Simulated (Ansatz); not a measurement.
**Profile along the Te–Hg line in HgTe (zinc blende)**

HgTe (zinc blende), conventional cell a = 6.5098 Å, b = 6.5098 Å, c = 6.5098 Å, α = 90.00°, β = 90.00°, γ = 90.00°. The calculation uses the primitive cell of 2 atoms, to which meshes and values per cell refer.

Fields along a shortest Te–Hg line of a {110} plane (2.82 Å), from Te to Hg, interpolated on the slice's grid (step about 0.2 Å). Method: PBEsol (plane waves to 420 eV, PAW, scalar-relativistic; Ansatz, a first-principles code). k mesh 9×9×9. These are valence fields of a PAW run, semicore shells included where kept as valence: close to a nucleus they are smooth pseudo fields. At this level the bands of HgTe touch or barely overlap. HgTe was relaxed with its symmetry unable to fall. Spin-orbit coupling is left out, though Hg and Te are heavy.

```tsv
distance from Te (Å)	valence electron density (e/Å³)	electron localisation function
0.00	17.54	x
0.28	12.93	x
0.56	4.75	0.18
0.85	0.99	0.48
1.13	0.51	0.59
1.41	0.37	0.42
1.69	0.52	0.24
1.97	1.84	0.39
2.26	6.69	0.52
2.54	13.55	x
2.82	17.44	x
```

x: too close to a nucleus for the ELF to mean much.

Density on the Te–Hg line (2.82 Å) at its midpoint: 0.37 e/Å³. ELF at that point: 0.4. ELF maximum in the middle third of the Te–Hg line: 0.59, 1.1 Å from Te.
